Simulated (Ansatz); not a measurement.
## Phonon dispersion of ZrTi₃N₄

The calculation used DFT PBE, scalar-relativistic, plane waves, PAW (Ansatz 0.2.0). Settings: 420 eV plane-wave cutoff, Γ-centred 10×10×10 mesh, Fermi-Dirac smearing of 0.15 eV. No spin polarisation. Phonons by linear response, acoustic sum rule imposed.

Equilibrium structure at this level:
```
CELL_PARAMETERS angstrom
4.35825 0.00000 0.00000
0.00000 4.35825 0.00000
0.00000 0.00000 4.35825
ATOMIC_POSITIONS crystal
Zr 0.00000 0.00000 0.00000
Ti 0.50000 0.50000 0.00000
Ti 0.00000 0.50000 0.50000
Ti 0.50000 0.00000 0.50000
N 0.00000 0.00000 0.50000
N 0.50000 0.00000 0.00000
N 0.00000 0.50000 0.00000
N 0.50000 0.50000 0.50000
```

It was reached by relaxing an invented guess, and it needn't be the stable form of this composition. In a metal, frequencies and elastic constants depend on the k mesh and the smearing, soft modes and shear constants most. The q mesh is coarse, so values between its points are rough.

Force constants from linear response on a 2×2×2 q mesh.

Problem. Is the structure dynamically stable on the q mesh?

Solution. Yes, on this mesh: no mode is imaginary.

Problem. Give the frequencies (cm⁻¹) at the zone-boundary points of high symmetry (interpolated where a point lies off the q mesh).

Solution.
```csv
point,q,frequencies
X,0.000 0.500 0.000,156 156 158 172 185 185 218 234 250 250 267 267 417 417 440 440 442 444 444 460 471 609 609 660
M,0.500 0.500 0.000,104 159 160 160 190 203 216 224 252 252 264 264 416 416 420 440 444 444 465 486 486 601 651 679
R,0.500 0.500 0.500,122 122 157 157 157 183 183 183 208 275 275 275 440 440 440 442 442 442 499 499 499 653 653 698
```
